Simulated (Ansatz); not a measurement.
ZrS₂ (CdI2 type, space group No. 164), r²SCAN+D4 in the plane-wave PAW code Ansatz. The conduction-band minimum lies at L, with 3 equivalent valleys. Second derivatives d²E/dk² of the lowest band at one valley (eV·Å²), along Cartesian directions:

```
direction  d²E/dk²
---------  -------
[100]        23.19
[010]        5.590
[001]        4.723
[110]        14.40
[101]        13.97
[011]        2.838
```

Problem. Find the principal effective masses, the density-of-states mass and the conductivity mass.

Solution. Off-diagonal terms follow from H_xy = H[110] − (H_xx + H_yy)/2, and m*/mₑ = 7.620 eV·Å² over each eigenvalue: 0.33, 1.0, 2.7. One valley's DOS mass (m₁m₂m₃)^(1/3) = 0.97, conductivity mass 3/(Σ 1/mᵢ) = 0.68 mₑ.

Problem. What effective density of states Nc follows at 300 K for parabolic valleys?

Solution. Nc = 2.509e19 × 3 × (0.97)^(3/2) ≈ 7.2e19 cm⁻³.

Space group P-3m1 (CdI2 type). Symmetry was held in the r²SCAN+D4 relaxation. The run is not spin-polarised. Spin–orbit coupling is left out wherever it is not named.

Potentials: the later of the program's two PAW sets.

Edges and masses are those of Kohn–Sham bands, whose gap is no quasiparticle gap.
